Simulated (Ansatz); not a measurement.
**Zone-centre phonons of TaN at 4 GPa: input and output**

Level of theory: DFT LDA, scalar-relativistic, plane waves, PAW in Ansatz.

Launched with:
```bash
ansatz run input.yaml --threads 1 --pin off --max-ram 3072MiB --backend cpu --events-out ev --progress --plain --runs-dir out
```

Input (bare energies are in eV):
```yaml
crystal:
  lattice:
    - [0.0, 2.1671679693, 2.1671679693]
    - [2.1671679693, 0.0, 2.1671679693]
    - [2.1671679693, 2.1671679693, 0.0]
  atoms:
    - { symbol: Ta, position: [0.5, 0.5, 0.5] }
    - { symbol: "N", position: [0.0, 0.0, 0.0] }
basis:
  ecutwfc: 420
kpoints:
  mp_grid: { grid: [16, 16, 16] }
hamiltonian:
  xc: lda
scf:
  occupations: { method: fermi_dirac, width: 0.15 }
output:
  eigenvalues: true
phonons:
  method: dfpt
  eigenvectors: true
```

The end of the output:
```
--- Phonons (Γ-DFPT): 2 representative perturbations + reference, on 349 of 4096 k-points (Σ response iterations 6) ---
  k mesh reduced under 8 symmetry operations, with k and −k counted as one. Each operation leaves every solved perturbation unchanged. A smaller set is not used because it would not reduce the number of displacements ...
  ASR residual: 8.321e-4 → 0.000e0 eV/Å²; symmetrization residual: 1.314e-6 eV/Å²
  ASR residual per site (eV/Å²): 8.32e-4 2.20e-4
  Γ frequencies (cm⁻¹): 0.00 0.00 0.00 436.83 436.83 436.83
  non-analytic LO–TO correction: not included (Born effective charges unavailable; polar crystals: no LO–TO splitting at Γ)
```

Time: 10 s on 1 thread of AMD EPYC 9R45 96-Core Processor (Zen 5) (shared host), peak memory 0.64 GiB.

In a metal, frequencies and elastic constants depend on the k mesh and the smearing, soft modes and shear constants most. Spin–orbit coupling is left out, which can shift energies with elements as heavy as these.

This rock-salt form isn't the usual stable structure of the compound at low pressure.